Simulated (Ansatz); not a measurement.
The elements of this relaxed trial crystal are hidden behind letters.

```
lattice vectors (Å)
   6.6735   -2.2818    0.0000
   6.6735    2.2818    0.0000
  -0.7957    0.0000    3.1879
fractional positions
X 0.2035 0.3510 0.7767
X 0.6490 0.7965 0.2233
Z 0.9909 0.1975 0.0954
Z 0.4096 0.5904 0.0000
Z 0.8025 0.0091 0.9046
Q 0.4882 0.3252 0.9049
Q 0.8146 0.7781 0.7956
Q 0.2219 0.1854 0.2044
Q 0.6748 0.5118 0.0951
Q 0.0781 0.9219 0.0000
```

These are results of Ansatz 0.2.0, DFT PBE, scalar-relativistic, plane waves, PAW, not measurements. Plane waves to 420 eV, a 6×6×8 mesh through Γ for the 10-atom cell and 0.02 eV Gaussian smearing; no spin polarisation.

* Space group: C2 (No. 5)
* Conventional cell: a = 13.347 Å, b = 4.564 Å, c = 3.286 Å, β = 104.0°
* Volume per atom: 9.71 Å³
* Density: 2.68 g/cm³
* Energy over the elements: −1.133 eV/atom
* Gap on the 6×6×8 mesh of the 10-atom cell: 2.56 eV

Energies are uncorrected and count from the elements' standard states at the same level.

Task: X is a p-block element of period 3, Z is a p-block element of period 2 and Q is a p-block element of period 2. Which elements are they?

Result: X = Al, Z = B, Q = N, so the formula is Al2B3N5. Density times volume gives a mean mass of 2.68 × 9.71/1.6605 = 15.7 u per atom, and this set has 15.6 u. Al has 4 N at 1.82–1.95 Å; around B on a site of symmetry 1 lie 3 N at 1.44–1.52 Å; around N on a site of symmetry 1 lie 2 B at 1.44 Å and 1 Al at 1.82 Å; 3 more sites not described. Other sets within the hints have nearly the same mass, so mass alone doesn't settle it; this one was computed.

Kohn–Sham gaps at this level usually fall short of measured ones. A structure relaxed within its symmetry needn't be a true minimum.
